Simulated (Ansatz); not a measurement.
HfO2 in space group P2_1/c (No. 14; Hf on 4e, O on 4e, O on 4e), r²SCAN in the plane-wave PAW code Ansatz, all energies at zero smearing, with the estimated change up to a 700 eV cutoff added, with one set of potentials and settings (totals compare only within such a set). Cell of 12 atoms (4 Hf, 8 O): -67505.775 eV.

```tsv
element	reference phase	E (eV/atom)
Hf	P6_3/mmc, 2 atoms in the cell	-15733.0631
O	C2/m, 4 atoms in the cell, spin-polarised	-566.0281
```

Formation energy per atom, worked out: (-67505.775 − 4×(-15733.0631) − 8×(-566.0281))/12 = -3.775 eV/atom (-364 kJ per mol of atoms), at 0 K, without zero-point energy or fitted corrections.

Symmetry was held in the r²SCAN relaxation. No spin polarisation was allowed. The references are the lowest solids computed at this level, not always the standard phases (solids in place of the gases). Scalar-relativistic: spin–orbit coupling is off unless named, which matters more the heavier the elements.

Potentials: the later of the program's two PAW sets.
